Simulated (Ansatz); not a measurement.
# What DFT gives for SiO2

```
Si O
1.0
     4.20214    0.00000    0.00000
     0.00000    4.20214    0.00000
     0.00000    0.00000    2.67965
Si O
2 4
Direct
  0.00000 0.00000 0.00000
  0.50000 0.50000 0.50000
  0.30620 0.30620 0.00000
  0.19380 0.80620 0.50000
  0.69380 0.69380 0.00000
  0.80620 0.19380 0.50000
```

The numbers come from plane-wave PAW DFT (Ansatz): r2SCAN, no spin polarisation, 500 eV, 6×6×9 Γ-centred k points, fermi-dirac occupations (width 0.1 eV). Nothing was relaxed.

Problem. Is there a gap, and of what kind?

Solution. The gap is 6.29 eV, direct at the points sampled. A semilocal functional usually gives too small a gap.

Problem. Which atom feels the largest force, and which way?

Solution. The largest is on O3 (and as large on other atoms): 0.06 eV/Å, components (0.05, 0.05, 0.00). It makes 49° with the line to a nearest neighbour, Si2 at 1.77 Å.

Problem. How is the charge shared?

Solution. Bader charges in e: Si +3.34, O -1.67. In the mean Si gives up most and O takes most.

Problem. Which orbitals make up the band edges?

Solution. Within 0.7 eV of the edges, the states project mainly on O p (98 %) below the gap and on Si s (53 %) and O s (36 %) above it.

Problem. What is the formation energy?

Solution. -2.88 eV an atom against the elements' usual phases (free molecules for gases, crystals otherwise, with no correction for O₂ or N₂), so it is bound against them; other compounds may still compete. Relaxing would lower it.

Problem. Is the cell too large or too small?

Solution. The pressure is -3.9 GPa (compression positive), so with the atoms held at these fractions the cell would first shrink.

Origin: a database entry at a rescaled volume.
